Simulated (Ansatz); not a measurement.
Input file for Ansatz (a quantum-chemistry and plane-wave program):

Ansatz 0.2 input:
```yaml
crystal:
  lattice:
    - [-2.5708192854, 2.5708192854, 8.262149768]
    - [2.5708192854, -2.5708192854, 8.262149768]
    - [2.5708192854, 2.5708192854, -8.262149768]
  atoms:
    - { symbol: K, position: [0.1543948068, 0.1543948068, 0.0] }
    - { symbol: K, position: [0.8456051932, 0.8456051932, 0.0] }
    - { symbol: K, position: [0.5, 0.0, 0.5] }
    - { symbol: K, position: [0.0, 0.5, 0.5] }
    - { symbol: Br, position: [0.3559440804, 0.3559440804, 0.0] }
    - { symbol: Br, position: [0.6440559196, 0.6440559196, 0.0] }
    - { symbol: O, position: [0.0, 0.0, 0.0] }
kpoints:
  mp_grid: { grid: [8, 8, 8] }
hamiltonian:
  xc: r2scan
  pseudopotentials: { kind: paw }
scf:
  occupations: { method: fixed }
checkpoint: { read: static.run }
output: { bader: true, populations: true }
```

Output (shortened):

```
basis.fft_grid_basis auto: the FFT boxes are laid along the combinations [[1, 0, 1], [0, 1, 1], [0, 0, 1]] of the cell's own vectors, 5.142, 5.142 and 9.027 Å …
Pseudopotentials: kind: paw
Pseudopotential: K, paw, valence charge 9
Pseudopotential: Br, paw, valence charge 7
Pseudopotential: O, paw, valence charge 6
Functional definition: r2SCAN
Crystal: 7 atoms, lattice volume = 218.422 Å³
Basis set: ecut = 500 eV, 5551 PW (Γ), FFT grids on a1+a3, a2+a3, a3, exchange–correlation on 160×160×288 points (64 copies of the dense FFT grid, shifted against one another)
Bands: 35, of which v1, the nominal top of the filled ones, is band 28 counted from 1 (27 counted from 0)
Symmetry: 16 space group operations
Space group: I4/mmm (ITA 139), of the structure as read, at distance tolerance 6.0e-5 Å
k-points: 59 of 512
PAW frozen core: K, regenerated for the run's functional
PAW frozen core: Br, regenerated for the run's functional
PAW frozen core: O, regenerated for the run's functional
Initial density: read from a saved state, or passed on in memory by an earlier SCF of this step, an earlier step, the calling program or the single point that …
Stability of the state it starts from, as read at its close in the unpolarized treatment …
Initial wavefunctions: pseudopotential atomic-orbital guess
Eigensolver: davidson
Functional: x = r2scan, c = r2scan; τ floored in thin density (d = 2e-4 eV/Å³)
iter 1 solved again at ethr=9.00e-8 eV; its pass at ethr=3.10e-3 eV (dr2=5.04e-5 eV) is discarded
SCF iter   1: F=—  HF=-12333.135247 eV  |F-HF|=—  |Δ(HF+E_count)|=         —  Δρ=6.70e-7  dr2=5.57e-10  dr2_τ=1.38e-10  ethr=9.00e-8  ⟨swp⟩=4.1  Hψ=13518  notcnv=0  defer=295
all-band conjugate gradients solve this SCF's bands
preconditioner: auto → Resta (q_TF=auto, 2.175 Å⁻¹)
SCF iter   2: F=-12333.135247 eV  HF=-12333.135247 eV  |F-HF|=2.40e-10  |Δ(HF+E_count)|=   8.14e-8  Δρ=4.72e-7  dr2=3.35e-10  dr2_τ=1.58e-10  ethr=1.00e-12  ⟨swp⟩=16.6  Hψ=14181  notcnv=0
SCF 1 converged in 2 iterations: F = -12333.135247 eV  dr2 = 3.35e-10
SCF converged after 2 iterations
Free energy (F): -12333.135247 eV
Harris-Foulkes:  -12333.135247 eV  (|F-HF|=2.40e-10)
Internal energy: -12333.135247 eV  (E = F + TS)
E sigma→0 (E₀):  -12333.135247 eV
Fermi energy:    4.163132 eV
--- Per-component energies (eV) ---
  E_band       = -506.065943
  E_kinetic    = 1463.642655
  E_local      = -3681.295892  (includes V_loc(G=0)·N_el)
  E_nonlocal   = 237.520890
  E_hartree    = 1327.087282
  E_xc         = -1114.238973
  E_vxc        = -1085.907445  (∫ρ·V_xc dr)
  E_paw        = -7851.336249  (= ΣΔE_a)
  E_vpaw       = -158.212780  (= ΣTr[D̂ρ^β])
  E_aug_tail   = 0.000995  (compensation charges beyond the density's cutoff)
  E_vtau       = 64.010959  (kinetic-family band-sum trace: ∫τ·v_τ [+ j·A + Jᵃ·Aᵃ] dr)
  E_ewald      = -2713.382887
  E_core_change = -1.133069  (= ΣΔE_core)
  E_smearing   =  0.000000  (= −TS)
  E_closure    =  0.000000  (closes the sum)
  Σ components = -12333.135247   (vs F -12333.135247, Δ=0.00e0)
  [band-id]    e_kinetic+e_local+e_nonlocal+2·e_hartree+e_vxc+e_vpaw+e_augmentation_tail+e_vtau = -506.066054   (vs E_band -506.065943, Δ=-1.11e-4)
--- Band table (eV; the first three rows and the last of 59) ---
  k-point 0: bands = ["-27.7888", "-27.7844", "-26.8968", "-26.8257", "-11.9406", "-11.9321", "-11.7816", "-10.6127", "-10.6127", "-10.6112", "-10.6112", "-10.3844", "-10.0018", "-9.8280", "-9.8280", "-9.7614", "-9.7459", "-9.3400", "-9.3400", "-0.0835", "0.3310", "0.3310", "0.4772", "0.4772", "0.5065", "3.7083", "4.1631", "4.1631", "5.5703", "7.5640", "7.7808", "8.0039", "8.2826", "8.9521", "8.9521"]
  k-point 1: bands = ["-27.7883", "-27.7844", "-26.8915", "-26.8307", "-11.9550", "-11.9425", "-11.8532", "-10.6176", "-10.6116", "-10.5991", "-10.5976", "-10.3835", "-10.0462", "-9.8118", "-9.7825", "-9.7651", "-9.7495", "-9.3214", "-9.2413", "-0.0423", "0.2740", "0.2985", "0.3523", "0.4303", "0.4837", "3.6831", "4.0025", "4.0294", "5.9671", "7.7355", "8.0953", "8.2731", "8.4681", "9.0416", "9.2349"]
  k-point 2: bands = ["-27.7872", "-27.7845", "-26.8784", "-26.8428", "-12.0732", "-11.9339", "-11.9312", "-10.6331", "-10.6100", "-10.5907", "-10.5876", "-10.3815", "-10.0926", "-9.8418", "-9.7709", "-9.7579", "-9.6776", "-9.2666", "-9.0054", "0.0449", "0.1682", "0.2142", "0.2256", "0.3232", "0.4280", "3.6079", "3.6758", "3.7125", "6.8318", "8.0158", "8.7900", "8.8128", "8.9600", "9.1679", "9.4473"]
  k-point 58: bands = ["-27.7866", "-27.7865", "-26.8969", "-26.8257", "-11.9484", "-11.9482", "-11.7386", "-10.6271", "-10.6271", "-10.5967", "-10.5967", "-10.4592", "-9.9776", "-9.8280", "-9.8280", "-9.7459", "-9.7280", "-9.3402", "-9.3402", "0.1360", "0.2426", "0.3830", "0.3830", "0.4220", "0.4220", "3.6494", "4.1535", "4.1535", "6.2524", "6.8977", "7.1602", "8.2092", "8.7382", "9.2876", "9.6775"]
  band table: 35 of 35 bands, residual norms ≤ 1.0e-3 eV
--- Löwdin populations: 7 sites ---
  site symbol       q [e]
     0      K      8.2331
     1      K      8.2331
     2      K      8.2318
     3      K      8.2318
     4     Br      7.6469
     5     Br      7.6469
     6      O      7.3992
  spilling = 0.006737 (of n_electrons = 56.000000)
--- Bader charges: 7 sites ---
  site symbol  charge [e]  shift [e]
     0      K      0.8278     0.0000
     1      K      0.8278     0.0000
     2      K      0.7920     0.0001
     3      K      0.7920     0.0001
     4     Br     -0.8598     0.0000
     5     Br     -0.8598     0.0000
     6      O     -1.5198     0.0002
  shift: an alarm, by how much a part of what the PAW files miss would move the charge. Where it is large, compare
  with a run on PAW files of another source; a small one proves nothing
  estimated error of the sums over rays = 3.0e-4 e
```

Cost: around 2.1 core-minutes (rough) on shared cores.

The first step of the workflow began from a Materials Project structure, measured or hypothetical; the Crystallography Open Database files this formula in space group No. 139, but the cells were not matched. Whether it is the stable phase at ambient conditions was not checked. The r²SCAN relaxation kept the symmetry of its start; whether a distortion lowers the energy is not shown. Spin–orbit coupling is left out wherever it is not named.

Potentials: the later of the program's two PAW sets.

Ansatz is a plane-wave DFT program.
